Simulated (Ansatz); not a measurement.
The start is a relaxed Ti3Al cell shaken by Gaussian noise of σ = 0.08 Å a coordinate. Cell shape, volume and atoms are optimised at zero target pressure with PBEsol (plane waves to 420 eV, PAW, scalar-relativistic; Ansatz, a first-principles code). The first steps use a coarse 5×5×11 k-mesh.

The start:
```
CELL_PARAMETERS angstrom
      7.53031     0.00000     0.00000
     -3.76515     6.52144     0.00000
      0.00000     0.00000     2.85181
ATOMIC_POSITIONS crystal
  Ti 0.28880 0.97210 0.99659
  Ti 0.29787 0.29530 0.48196
  Ti 0.99479 0.29505 0.93900
  Ti 0.67841 0.99311 0.53367
  Ti 0.69683 0.69348 0.99440
  Ti 0.01726 0.68571 0.50238
  Al 0.33846 0.67603 0.27877
  Al 0.68227 0.33763 0.77387
```

What is the largest force in the starting geometry, and on which atom (counted from 1)?

1.66 eV/Å, on Ti1, Al7 (atoms numbered as listed).

By how much does the energy per atom fall from start to end?

0.36 eV/atom.

How does the volume per atom move from start to end?

-4.1 %, from 17.51 to 16.79 Å³/atom.

Is the parent structure recovered?

It does not go back: it reaches P-62m (No. 189), 0.30 eV/atom below the parent.

How do the shortest distances between atoms change?

The closest pairs of elements (up to four, under 3.6 Å), start → end: Ti–Ti 2.53 → 2.94 Å; Al–Ti 2.54 → 2.66 Å; Al–Al 2.85 → 2.96 Å.

Give the final cell and atomic positions.


Space group P-62m (No. 189); a = b = 7.2400 Å, c = 2.9590 Å, α = β = 90.00°, γ = 120.00°

```tsv
atom	site	symmetry	x	y	z
Ti	3f	m2m	0.0000	0.2350	0.0000
Ti	3g	m2m	0.4029	0.4029	0.5000
Al	2c	-6..	0.3333	0.6667	0.0000
```

Final values are on a 8×8×16 k-mesh of the relaxed cell. No spin polarisation in the result.

The relaxed structure here is a generated cell of Ti3Al: the first start was made by placing the elements on the sites of a structure type, and the end was not matched to a known phase here, so it may be hypothetical. Known forms of Ti3Al include space group No. 194.
